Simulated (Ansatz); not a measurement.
HfB$_{2}$, DFT, PBEsol, PAW with Ansatz's default frozen-core files, scalar-relativistic (Ansatz 0.2.0), run on 1 thread of Intel(R) Xeon(R) Platinum 8488C (Sapphire Rapids) on a shared host.

The cell comes from COD entry 1510711, which wasn't checked; take it as a given geometry.

Command: `ansatz run input.yaml --threads 1 --pin off --max-ram 6144MiB --backend cpu --events-out ev --progress --plain --runs-dir out`

```yaml
crystal:
  lattice:
    - [3.1400001005, 0.0, 0.0]
    - [-1.5700000503, 2.7193198549, 0.0]
    - [0.0, 0.0, 3.48]
  atoms:
    - { symbol: Hf, position: [0.0, 0.0, 0.0] }
    - { symbol: B, position: [0.3333333333, 0.6666666667, 0.5] }
    - { symbol: B, position: [0.6666666667, 0.3333333333, 0.5] }
kpoints:
  mp_grid: { grid: [13, 13, 11] }
  band_path:
    path:
      - [0.0, 0.0, 0.0]
      - [0.5, 0.0, 0.0]
      - [0.3333333333, 0.3333333333, 0.0]
      - [0.0, 0.0, 0.0]
      - [0.0, 0.0, 0.5]
      - [0.5, 0.0, 0.5]
      - [0.3333333333, 0.3333333333, 0.5]
      - [0.0, 0.0, 0.5]
      - [0.5, 0.0, 0.5]
    npoints: 14
scf:
  occupations: { method: fermi_dirac, width: 0.05 }
hamiltonian:
  xc: pbesol
  pseudopotentials: { kind: paw }
output:
  forces: true
  stress: true
  eigenvalues: true
  efg: { contact_densities: true }
  populations: true
  bader: true
  dos: { projected: true, de: 0.2, e_range: [-14, 8] }
  write_density: true
  write_potential: true
  elf: true
  volumetric_format: npy
```

**Question.** How large is the problem that the program sets up?

**Answer.** 126 irreducible k-points, 563 plane waves at Γ, 20 bands.

**Question.** About how long does it take, and how much memory does it use?

**Answer.** 21 s of wall time for 6 SCF iterations, with a peak of 0.47 GiB. Times on shared machines scatter by tens of per cent.

**Question.** And the same cell and mesh by LAPW (all electrons), asked for forces, stress, eigenvalues, populations, dos and the same band path, on the same hardware?

**Answer.** 34 s, peak memory 0.59 GiB.

**Question.** And the same cell and mesh by all-electron PAW (datasets made for this crystal), asked for forces, stress, eigenvalues, efg and the same band path, on the same hardware?

**Answer.** 29 s, peak memory 0.72 GiB.
